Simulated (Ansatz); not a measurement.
## MgMo

```
Mg Mo
1.0
     1.40785   -0.81282    4.87623
     0.00000    1.62565    4.87623
    -1.40785   -0.81282    4.87623
Mg Mo
1 1
Direct
  0.00000 0.00000 0.00000
  0.50000 0.50000 0.50000
```

Atoms are numbered in the order listed.

The cell was built from the L11 type and relaxed in the same program, and has space group R-3m; it needn't be a known or the stable phase.

Methods: DFT, PBEsol, all-electron LAPW, scalar-relativistic (Ansatz 0.2.0); DFT, PBEsol, PAW with Ansatz's default frozen-core files, scalar-relativistic (Ansatz 0.2.0).

For LAPW: a Γ-centred 13×13×13 k mesh, Fermi–Dirac smearing of 0.03 eV, basis error target 0.25 meV/atom, no spin polarisation. PAW takes a cutoff of 420 eV at this cell (files made with PBE, cores remade for this functional). The Ansatz runs share mesh, smearing and spin set-up. Values come from LAPW unless marked.

```json
{
  "Band gap": "none: bands cross the Fermi level, a metal",
  "Density of states at the Fermi level (0.2 eV bin)": "1.71 states/eV per cell",
  "Löwdin charges (with 0.39 e of the cell spilling out of the atomic basis, so their sizes and signs hang on that basis)": "Mg1 1.04, Mo2 -0.65 e",
  "Bader charges (from the PAW run)": "Mg1 +1.37, Mo2 -1.37 e",
  "Volume per atom": "16.74 Å³",
  "Pressure at this cell": "0.0 kbar"
}
```
